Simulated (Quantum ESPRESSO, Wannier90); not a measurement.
# LiNbO3 (R-3c), plane waves to Wannier functions

Materials Project entry mp-552588; symmetrised, unrelaxed at this level. COD (Crystallography Open Database) has the formula in 3 space groups, this one among them (matched by group alone). Method: PBEsol plane waves in Quantum ESPRESSO 7.5 (PseudoDojo norm-conserving files, 68 Ry, no spin polarisation, no spin-orbit coupling), Bloch states on a 6×6×6 mesh through Γ, Wannier90 4.0.1. Density: 8×8×8 mesh, cold smearing 0.01 Ry.

```
begin unit_cell_cart
ang
   -2.6347200208    4.5634689398    0.0000000000
   -5.2694400417    0.0000000000    0.0000000000
   -2.6347200208    1.5211563133    4.6343670000
end unit_cell_cart
mp_grid = 6 6 6
```

Task: Which shells of neighbouring k-points and which b-vectors and weights does Wannier90 pick for this cell and mesh?

Result: 
```
 *---------------------------------- K-MESH ----------------------------------*
 +----------------------------------------------------------------------------+
 |                    Distance to Nearest-Neighbour Shells                    |
 |                    ------------------------------------                    |
 |          Shell             Distance (Ang^-1)          Multiplicity         |
 |          -----             -----------------          ------------         |
 |             1                   0.225963                      2            |
 |             2                   0.241519                      6            |
 |             3                   0.274502                      6            |
 |             4                   0.378723                      6            |
 |             5                   0.397461                      6            |
 |             6                   0.441010                      6            |
 |             7                   0.451927                      2            |
 |             8                   0.457203                     12            |
       ... (lines left out)
 +----------------------------------------------------------------------------+
 | The b-vectors are chosen automatically                                     |
 | The following shells are used:                       1,  2                 |
 +----------------------------------------------------------------------------+
 |                        Shell   # Nearest-Neighbours                        |
 |                        -----   --------------------                        |
 |                          1               2                                 |
 |                          2               6                                 |
 +----------------------------------------------------------------------------+
 | Completeness relation is fully satisfied [Eq. (B1), PRB 56, 12847 (1997)]  |
 +----------------------------------------------------------------------------+
 |                  b_k Vectors (Ang^-1) and Weights (Ang^2)                  |
 |                  ----------------------------------------                  |
 |            No.         b_k(x)      b_k(y)      b_k(z)        w_b           |
 |            ---        --------------------------------     --------        |
 |             1         0.000000    0.000000    0.225963     7.682462        |
 |             2         0.000000    0.000000   -0.225963     7.682462        |
 |             3        -0.198730   -0.114737   -0.075321     6.330117        |
 |             4         0.000000    0.229474   -0.075321     6.330117        |
 |             5        -0.198730    0.114737    0.075321     6.330117        |
 |             6         0.198730    0.114737    0.075321     6.330117        |
 |             7         0.000000   -0.229474    0.075321     6.330117        |
 |             8         0.198730   -0.114737   -0.075321     6.330117        |
```
